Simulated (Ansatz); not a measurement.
**Migration of Cr in In**

These are results of Ansatz 0.2.0, DFT PBEsol, scalar-relativistic, plane waves, PAW, not measurements. (420 eV cutoff, 3×3×3 k-mesh, Gaussian smearing of 0.10 eV, collinear spin)

In a supercell of 16 host sites, Cr trades places with a neighbouring In vacancy, moving 2.88 Å between the relaxed ends. Climbing-image nudged elastic band at fixed cell with images 0 (start) to 6 (end), the path measured over all atoms, converged to 0.05 eV/Å; the order of the saddle wasn't checked, and the small cell leaves errors of about a tenth of an eV.

Command:

```bash
ansatz run input.yaml --threads 4 --pin off --max-ram 8192MiB --backend cpu --events-out ev --progress --plain --runs-dir out
```

Input:

```yaml
crystal:
  lattice:
    - [7.451784726, 0.0, 0.0]
    - [0.0, 7.451784726, 0.0]
    - [0.0, 0.0, 7.451784726]
  atoms:
    - { symbol: Cr, position: [0.0133848717, 0.0133848717, 0.0133848717], spin: 3.95 }
    - { symbol: In, position: [0.3984575946, 0.061378463, 0.061378463] }
    - { symbol: In, position: [0.061378463, 0.3984575946, 0.061378463] }
    - { symbol: In, position: [0.061378463, 0.061378463, 0.3984575946] }
    - { symbol: In, position: [0.5053709535, 0.5053709535, -0.024425161] }
    - { symbol: In, position: [0.5053709535, -0.024425161, 0.5053709535] }
    - { symbol: In, position: [0.7187910181, 0.2338543623, 0.2338543623] }
    - { symbol: In, position: [-0.024425161, 0.5053709535, 0.5053709535] }
    - { symbol: In, position: [0.2338543623, 0.7187910181, 0.2338543623] }
    - { symbol: In, position: [0.2338543623, 0.2338543623, 0.7187910181] }
    - { symbol: In, position: [0.5171244797, 0.5171244797, 0.5171244797] }
    - { symbol: In, position: [0.7665251239, 0.7665251239, 0.2126210594] }
    - { symbol: In, position: [0.7665251239, 0.2126210594, 0.7665251239] }
    - { symbol: In, position: [0.2126210594, 0.7665251239, 0.7665251239] }
    - { symbol: In, position: [0.7797883319, 0.7797883319, 0.7797883319] }
basis:
  ecutwfc: 420
  xc_grid: 2
kpoints:
  mp_grid: { grid: [3, 3, 3], shift: [0.0, 0.0, 0.0] }
hamiltonian:
  xc: pbesol
scf:
  occupations: { method: gaussian, width: 0.1 }
output:
  forces: true
magnetization:
  spin_polarized: true
neb:
  images: 5
  f_tol: 0.05
  max_iterations: 70
  order_check: false
  final_atoms:
    - { symbol: Cr, position: [0.2366010949, 0.2366010949, 0.2366010949] }
    - { symbol: In, position: [0.5312118323, 0.0161489843, 0.0161489843] }
    - { symbol: In, position: [0.0161489843, 0.5312118323, 0.0161489843] }
    - { symbol: In, position: [0.0161489843, 0.0161489843, 0.5312118323] }
    - { symbol: In, position: [0.4834737401, 0.4834737401, 0.0373766664] }
    - { symbol: In, position: [0.4834737401, 0.0373766664, 0.4834737401] }
    - { symbol: In, position: [0.851540795, 0.1886228126, 0.1886228126] }
    - { symbol: In, position: [0.0373766664, 0.4834737401, 0.4834737401] }
    - { symbol: In, position: [0.1886228126, 0.851540795, 0.1886228126] }
    - { symbol: In, position: [0.1886228126, 0.1886228126, 0.851540795] }
    - { symbol: In, position: [0.4702089254, 0.4702089254, 0.4702089254] }
    - { symbol: In, position: [0.7446313901, 0.7446313901, 0.2744272885] }
    - { symbol: In, position: [0.7446313901, 0.2744272885, 0.7446313901] }
    - { symbol: In, position: [0.2744272885, 0.7446313901, 0.7446313901] }
    - { symbol: In, position: [0.7328795435, 0.7328795435, 0.7328795435] }
```

Course of the band:

```
iteration largest band force (eV/Å) climbing image energies over image 0 (eV)
        1                      1.034            none  0.000 0.316 0.850 1.096 0.850 0.316 0.000
        2                      0.284               3  0.000 0.203 0.491 0.589 0.492 0.203 0.000
        3                      0.167               3  0.000 0.123 0.314 0.387 0.314 0.123 0.000
        4                      0.109               3  0.000 0.074 0.180 0.287 0.180 0.074 0.000
        5                      0.034               3  0.000 0.069 0.175 0.282 0.175 0.069 0.000
```

Final band:

| image | path (Å) | E − E(0) (eV) | Cr x (Å) | Cr y (Å) | Cr z (Å) | force on Cr (eV/Å) |
| --- | --- | --- | --- | --- | --- | --- |
| 0 | 0.00 | 0.000 | 0.100 | 0.100 | 0.100 | 0.00 |
| 1 | 0.85 | 0.069 | 0.288 | 0.288 | 0.288 | 0.04 |
| 2 | 1.70 | 0.175 | 0.588 | 0.588 | 0.588 | 0.14 |
| 3 | 2.55 | 0.282 | 0.931 | 0.931 | 0.931 | 0.00 |
| 4 | 3.40 | 0.175 | 1.275 | 1.275 | 1.275 | 0.14 |
| 5 | 4.25 | 0.069 | 1.575 | 1.575 | 1.575 | 0.04 |
| 6 | 5.10 | 0.000 | 1.763 | 1.763 | 1.763 | 0.00 |

Barrier 0.28 eV. It took 16 min on 4 threads of Intel(R) Xeon(R) 6975P-C (Granite Rapids), on a shared host, peak memory 5.7 GiB.